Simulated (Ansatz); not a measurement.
**Thickness series of a surface: fcc Ni (110)**

All-electron LAPW in Ansatz 0.2.0 under PBE, scalar-relativistic, energies extrapolated to zero smearing, no spin–orbit coupling, ferromagnetic start (antiferromagnetic order not tried). The 1×1 slabs (area 8.75 Å²) are cut from the bulk relaxed on PAW files, and their atoms are relaxed; γ counts from the bulk energy, Δd12 is the change of the outer spacing. No reconstruction is allowed, and meshes differ a little between slabs.

```
planes  γ (J/m²)  Φ (eV)  Δd12 (%)
     1     2.511       ?         –
     3     2.261    4.42      -7.4
     4     2.339    4.45     -11.5
     5     2.282    4.54     -11.3
     6     2.296    4.43         ?
     7     2.322    4.56     -10.6
```

**Question.** What belongs in the row "1", column "Φ (eV)"?

**Answer.** 4.95.

**Question.** Fill in "Δd12 (%)" for the row "6".

**Answer.** -10.2.

**Question.** How far have the values settled with thickness?

**Answer.** Between 6 and 7 planes γ moves by +1.1 % and Φ by +0.14 eV. Thin films carry quantum-size oscillations, so two neighbours that agree don't prove convergence.
